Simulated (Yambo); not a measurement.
Yambo input for RbLuO2 (space group R-3m, No. 166) (a = b = c = 6.7155 Å, α = β = γ = 29.17°), on PBEsol (pw.x of Quantum ESPRESSO, ONCV potentials, without SOC) wavefunctions on a 6×6×6 mesh:

```
optics
chi
dipoles
kernel
FFTGvecs= 40 Ry
Chimod= "HARTREE"
NGsBlkXd= 4 Ry
% QpntsRXd
 1 | 1 |
%
% BndsRnXd
 2 | 59 |
%
GrFnTpXd= "R"
% EnRngeXd
 0.0 | 20.0 | eV
%
% DmRngeXd
 0.2 | 0.2 | eV
%
CGrdSpXd= 50
ETStpsXd= 161
% LongDrXd
 1.0 | 0.0 | 0.0 |
%
% XfnQP_E
 0.717 | 1.0 | 1.0 |
%
```

First lines of the file o-*.eps_q1_inv_rpa_dyson:

```
Absorption @ Q(1):   1.00000000     0.00000000     0.00000000    [q->0 direction]
#
# [ X ] Hartree size     :   61
# [GEN] GF Energies     : Perdew, Burke & Ernzerhof SOL(X)+Perdew, Burke & Ernzerhof SOL(C)+ user defined corrections @E
# [GEN] Green`s Function     : Retarded
#
# [GEN] Gauge     : Length
# [GEN] [r,Vnl] included     : yes
#
#    E[1] [eV]     Im(eps)     Re(eps)     Im(eps_o)     Re(eps_o)
#
     0.000000     -0.506862E-8     3.811740     0.46291E-18     4.231847
     0.125000     0.001958     3.812349     0.002206     4.232534
     0.250000     0.003924     3.814179     0.004422     4.234596
     0.375000     0.005908     3.817239     0.006657     4.238044
     0.500000     0.007920     3.821541     0.008922     4.242891
     0.625000     0.009967     3.827106     0.011228     4.249161
     0.750000     0.012062     3.833960     0.013585     4.256881
     0.875000     0.014214     3.842134     0.016006     4.266087
     1.000000     0.016437     3.851668     0.018504     4.276822
     1.125000     0.018742     3.862608     0.021093     4.289138
     1.250000     0.021144     3.875011     0.023790     4.303096
     1.375000     0.023661     3.888940     0.026612     4.318767
     1.500000     0.026310     3.904472     0.029581     4.336235
     1.625000     0.029114     3.921694     0.032720     4.355596
     1.750000     0.032098     3.940709     0.036056     4.376963
     1.875000     0.035292     3.961636     0.039622     4.400466
     2.000000     0.038732     3.984612     0.043457     4.426258
     2.125000     0.042460     4.009800     0.047608     4.454514
     2.250000     0.046529     4.037390     0.052132     4.485445
     2.375000     0.051006     4.067608     0.057099     4.519294
     2.500000     0.055972     4.100721     0.062598     4.556354
     2.625000     0.061534     4.137052     0.068744     4.596976
     2.750000     0.067832     4.176993     0.075685     4.641586
     2.875000     0.075054     4.221029     0.083621     4.690707
     3.000000     0.083459     4.269763     0.092828     4.744990
     3.125000     0.093418     4.323966     0.103695     4.805262
     3.250000     0.105482     4.384637     0.116800     4.872594
     3.375000     0.120513     4.453102     0.133038     4.948399
     3.500000     0.139934     4.531157     0.153879     5.034585
     3.625000     0.166284     4.621252     0.181924     5.133746
     3.750000     0.204506     4.726577     0.222188     5.249278
     3.875000     0.265066     4.850006     0.285211     5.384396
     4.000000     0.369608     4.985875     0.392768     5.534270
```
(The file goes on to the top of the energy range.) Convergence of the RPA response with its 6×6×6 mesh was not tested. The scissor comes from a G0W0 run whose convergence isn't established.

Geometry relaxed with PBEsol.
